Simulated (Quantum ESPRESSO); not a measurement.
Band energies of AgBr

```
AgBr
1.0
    4.01317     0.00000     0.04476
    0.00000     4.01438     0.00000
   -0.05021     0.00000     5.67141
Br Ag
2 2
Cartesian
  0.96856   1.00359   4.26594
  2.99440   3.01078   1.45023
  2.97577   3.01078   4.28520
  0.98719   1.00359   1.43096
```

PBEsol (pw.x of Quantum ESPRESSO, ONCV potentials, no spin-orbit coupling); path ΓYHCEM1AXH1,MDZ,YD; energies in eV from the valence-band maximum.

| k (1/Å) | point | band 22 | band 23 | band 24 | band 25 | band 26 | band 27 | band 28 | band 29 |
|---|---|---|---|---|---|---|---|---|---|
| 0.00 | Γ | -2.52 | -2.40 | -2.08 | -2.08 | -2.07 | 0.49 | 1.39 | 6.84 |
| 0.22 |  | -2.34 | -2.12 | -2.00 | -2.00 | -1.89 | 1.37 | 1.80 | 6.96 |
| 0.44 |  | -2.07 | -1.95 | -1.94 | -1.82 | -1.78 | 2.90 | 2.93 | 6.91 |
| 0.55 | Y | -1.99 | -1.98 | -1.98 | -1.78 | -1.77 | 3.25 | 3.25 | 6.54 |
| 0.78 |  | -2.31 | -1.56 | -1.56 | -1.07 | -1.06 | 3.52 | 3.53 | 6.12 |
| 1.00 |  | -2.34 | -0.74 | -0.74 | -0.42 | -0.41 | 3.83 | 3.84 | 5.67 |
| 1.34 | H | -2.27 | -0.01 | -0.01 | 0.00 | 0.00 | 3.44 | 3.45 | 6.56 |
| 1.34 | C | -2.27 | -0.01 | -0.01 | 0.00 | 0.00 | 3.44 | 3.45 | 6.56 |
| 1.45 |  | -2.28 | -0.17 | -0.17 | -0.06 | -0.06 | 3.64 | 3.65 | 5.91 |
| 1.67 |  | -2.32 | -1.05 | -1.05 | -0.51 | -0.51 | 4.67 | 4.67 | 4.72 |
| 2.01 |  | -2.40 | -2.24 | -2.24 | -1.54 | -1.54 | 3.81 | 3.81 | 6.59 |
| 2.12 | E | -2.43 | -2.43 | -2.43 | -1.67 | -1.67 | 3.76 | 3.76 | 7.01 |
| 2.12 | M1 | -2.43 | -2.43 | -2.43 | -1.67 | -1.67 | 3.76 | 3.76 | 7.01 |
| 2.45 |  | -2.52 | -2.48 | -2.48 | -2.03 | -2.03 | 1.99 | 1.99 | 6.91 |
| 2.67 | A | -2.52 | -2.52 | -2.52 | -2.40 | -2.40 | 1.39 | 1.39 | 6.85 |
| 2.89 |  | -2.40 | -2.38 | -2.37 | -2.00 | -2.00 | 1.89 | 1.90 | 6.92 |
| 3.23 |  | -2.16 | -2.09 | -2.08 | -0.65 | -0.65 | 3.97 | 3.98 | 5.77 |
| 3.45 | X | -2.14 | -2.01 | -2.00 | -0.12 | -0.12 | 4.87 | 4.87 | 5.10 |
| 3.78 |  | -2.30 | -0.61 | -0.61 | -0.05 | -0.05 | 3.91 | 3.93 | 5.64 |
| 4.00 | H1 | -2.27 | -0.01 | -0.01 | 0.00 | 0.00 | 3.44 | 3.45 | 6.56 |
| 4.00 | M | -2.43 | -2.43 | -2.43 | -1.67 | -1.67 | 3.76 | 3.76 | 7.01 |
| 4.12 |  | -2.40 | -2.23 | -2.23 | -1.54 | -1.54 | 3.81 | 3.81 | 6.60 |
| 4.45 |  | -2.32 | -1.05 | -1.05 | -0.50 | -0.50 | 4.68 | 4.68 | 4.72 |
| 4.67 |  | -2.28 | -0.17 | -0.17 | -0.06 | -0.06 | 3.64 | 3.64 | 5.92 |
| 4.79 | D | -2.28 | -0.01 | -0.01 | 0.00 | 0.00 | 3.45 | 3.45 | 6.57 |
| 5.01 |  | -2.30 | -0.60 | -0.60 | -0.05 | -0.05 | 3.92 | 3.92 | 5.65 |
| 5.23 |  | -2.26 | -1.68 | -1.68 | -0.11 | -0.11 | 4.71 | 4.71 | 5.16 |
| 5.34 | Z | -2.14 | -2.00 | -2.00 | -0.12 | -0.12 | 4.87 | 4.87 | 5.10 |
| 5.34 | Y | -1.99 | -1.98 | -1.98 | -1.78 | -1.77 | 3.25 | 3.25 | 6.54 |
| 5.63 |  | -2.34 | -1.32 | -1.31 | -0.84 | -0.83 | 3.67 | 3.68 | 5.90 |
| 5.83 |  | -2.33 | -0.59 | -0.59 | -0.33 | -0.32 | 3.80 | 3.80 | 5.72 |
| 6.12 | D | -2.28 | -0.01 | -0.01 | 0.00 | 0.00 | 3.45 | 3.45 | 6.57 |

The PBEsol gap is indirect, 0.49 eV, from C to Γ; the smallest direct gap is 2.56 eV.

Spin-orbit splittings are left out.

Geometry relaxed with PBEsol.

This is not the ordinary phase of the substance; no match was found in the copy of COD used, and its stability was not checked.
